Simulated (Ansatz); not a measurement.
Moving the pressure in NiMoIrPdW

The cell as given:

```xyz
10
Lattice="2.7708 0.0000 0.0000 -1.3854 2.3996 0.0000 0.0000 0.0000 22.0196" Properties=species:S:1:pos:R:3 pbc="T T T"
Ni    0.0000    1.5998   18.7345
Ni    1.3854    0.7999    3.2851
Mo    1.3854    0.7999   16.7479
Mo    0.0000    1.5998    5.2717
Pd    0.0000    1.5998    1.1734
Pd    1.3854    0.7999   20.8462
Ir    0.0000    1.5998   14.4948
Ir    1.3854    0.7999    7.5248
W     0.0000    1.5998    9.7807
W     1.3854    0.7999   12.2389
```

The cell comes from a database or a generator and needn't be the stable form of this composition.

Kept alike: task relaxation of cell and atoms; functional PBE; k mesh 8 × 8 × 1; occupations fermi-dirac, width 0.05 eV; collinear spin, ferromagnetic start. Program: Ansatz, Ansatz PAW, cutoff 420 eV. The mesh is that of the run's cell of 10 atoms. No spin-orbit coupling.

| pressure, P (GPa) | volume (Å³/atom) | first edge of the run's cell (Å) | third edge of the run's cell (Å) |
| --- | --- | --- | --- |
| 2 | 14.524 | 2.764 | 21.954 |
| 5 | 14.355 | 2.754 | 21.855 |
| 10 | 14.097 | 2.738 | 21.712 |
| 20 | 13.650 | 2.710 | 21.464 |

The relaxations keep at least the cell's symmetry (P-3m1). For a metal such a mesh leaves the last digits unconverged. The runs follow the start's structure, whether or not it is the stable one at these pressures. P is the pressure aimed at, which the runs meet within some hundredths to tenths of a GPa. The moments vanished: the runs ended non-magnetic.

The volume falls from 14.524 to 13.650 Å³/atom between 2 and 20 GPa. The volume falls ever more slowly, since the solid stiffens under load. The first edge of the run's cell falls from 2.764 to 2.710 Å between 2 and 20 GPa. The third edge of the run's cell falls from 21.954 to 21.464 Å between 2 and 20 GPa.
